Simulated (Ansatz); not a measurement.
The start is a generated cell, CdS built in the 4H structure type. The structure is fully relaxed (lattice and positions, P = 0) with PBEsol (plane waves to 420 eV, PAW, scalar-relativistic; Ansatz, a program for electronic structure). The first steps use a coarse 7×7×2 k-mesh.

Starting cell:
```
CELL_PARAMETERS angstrom
      4.13872     0.00000     0.00000
     -2.06936     3.58423     0.00000
      0.00000     0.00000    13.54909
ATOMIC_POSITIONS crystal
  Cd 0.00000 0.00000 0.00000
  Cd 0.00000 0.00000 0.50000
  Cd 0.66667 0.33333 0.75018
  Cd 0.33333 0.66667 0.25018
  S  0.00000 0.00000 0.81216
  S  0.00000 0.00000 0.31216
  S  0.66667 0.33333 0.56329
  S  0.33333 0.66667 0.06329
```

| Quantity | Result |
|---|---|
| Outcome | The space group stays P6₃mc (No. 186) (the run could not lower it); the end is AFLOW prototype AB_hP8_186_ab_ab (B5, as in SiC), with 8 atoms in the primitive cell |
| Energy released | 2 meV/atom |
| Volume change | -1.7 %, from 25.12 to 24.71 Å³/atom |
| Shortest distances (start → end) | The closest pairs of elements (up to four, under 3.6 Å), start → end: Cd–S 2.53 → 2.52 Å |
| Band gap at the end | 1.05 eV, direct at Γ (no spin-orbit coupling) |
| Optimiser moves | 2 |

Final values are on a 9×9×3 k-mesh of the relaxed cell. No spin polarisation in the result.

The run could not lose the symmetry of its start.

The first start was generated by placing the elements on the sites of a structure type. A measured structure of CdS has the same space group, P6₃mc (No. 186); the sites were not compared with it.
